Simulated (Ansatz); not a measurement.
The slice is one period of a {100} plane through atoms; its size isn't given.

These are r2SCAN (plane waves to 500 eV, PAW, scalar-relativistic; Ansatz, a program for electronic structure) values and carry that method's errors. These are valence fields of a PAW run, semicore shells included where kept as valence: close to a nucleus they are smooth pseudo fields.

```
|99876443333333446789|
|88865433333333345688|
|77654433222223344567|
|66544332222222334456|
|44443322111112233444|
|44333221111111223334|
|33332211100011122333|
|33322111000001112233|
|33322110000000112233|
|33322110000000112233|
|33322110000000112233|
|33322111000001112233|
|33332211100011122333|
|44333221111111223334|
|44443322111112233444|
|66544332222222334456|
|77654433222223344567|
|88865433333333345688|
|99876443333333446789|
|99876443333333446789|
```
Scale: ten equal steps from -1.88 (start of '0') to 1.12 (end of '9'), in the order '0123456789'. Values: log₁₀ of the valence density in e/Å³. The map has 20 points along u (one character each, u = 0 at the left) and 20 along v (v = 0 in the bottom row). The scale is logarithmic, as a density can span decades between atoms and voids.

```
|xxx-=-=#%@@@%#=-=-xx|
|xx:==-=*#%%%#*=-==:x|
|:-==--=+*****+=--==-|
|===-----=====-----==|
|------:::::::::-----|
|====-:.........:-===|
|##*+-:.       .:-+*#|
|@%#*=:.       .:=*#%|
|@@%*=:.       .:=*%@|
|@@%*=:.       .:=*%@|
|@@%*=:.       .:=*%@|
|@%#*=:.       .:=*#%|
|##*+-:.       .:-+*#|
|====-:.........:-===|
|------:::::::::-----|
|===-----=====-----==|
|:-==--=+*****+=--==-|
|xx:==-=*#%%%#*=-==:x|
|xxx-=-=#%@@@%#=-=-xx|
|xxx:=-=#@@@@@#=-=:xx|
```
Scale: ten equal steps from 0.01 (start of ' ') to 0.54 (end of '@'), in the order ' .:-=+*#%@'. Values: electron localisation function (ELF). The map has 20 points along u (one character each, u = 0 at the left) and 20 along v (v = 0 in the bottom row). Points within 0.5 Å of a nucleus are blanked (x), as the pseudised field means little there.

Which relaxed crystal do these maps come from?
A. BP (zinc blende)
B. InP (zinc blende)
C. GaSb (zinc blende)

B, InP (zinc blende). Atoms on the slice: In at (0.00, 0.00)

All were relaxed with their symmetry unable to fall. Spin-orbit coupling is left out.
